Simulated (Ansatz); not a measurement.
Given:

SiW:
```cif
data_SiW
_chemical_formula_sum 'W1 Si1'
_space_group_name_H-M_alt 'P 1'
_space_group_IT_number 1
_cell_length_a 3.03633
_cell_length_b 3.03633
_cell_length_c 3.03633
_cell_angle_alpha 90.000
_cell_angle_beta 90.000
_cell_angle_gamma 90.000
loop_
_space_group_symop_operation_xyz
  'x, y, z'
loop_
_atom_site_label
_atom_site_type_symbol
_atom_site_fract_x
_atom_site_fract_y
_atom_site_fract_z
_atom_site_occupancy
W1 W 0.00000 0.00000 0.00000 1
Si1 Si 0.50000 0.50000 0.50000 1
```

This is the r²SCAN-relaxed structure.

Task: All from DFT-r²SCAN in the program Ansatz with PAW potentials, unless another level is named. Estimate the electronic character.

Result: metallic (no gap).

Task: Predict the formation energy from the elements (no fitted shifts).

Result: 20 kJ/mol of atoms.

Task: Predict the density of states at the Fermi level.

Result: 1.3 states/eV per atom (mean over ±0.08 eV).

Space group Pm-3m (CsCl type). A made-up cell: these elements were put on the sites of a structure type; neither database checked (COD, Materials Project) lists it. Its standing as an ambient phase is unchecked. The cell was relaxed with r²SCAN under the symmetry of its start; whether a distortion lowers the energy is not shown. No spin polarisation was allowed. The references are the lowest solids computed at this level, not always the standard phases. Scalar-relativistic: spin–orbit coupling is off unless named, which matters more the heavier the elements.

Potentials: the later of the program's two PAW sets.
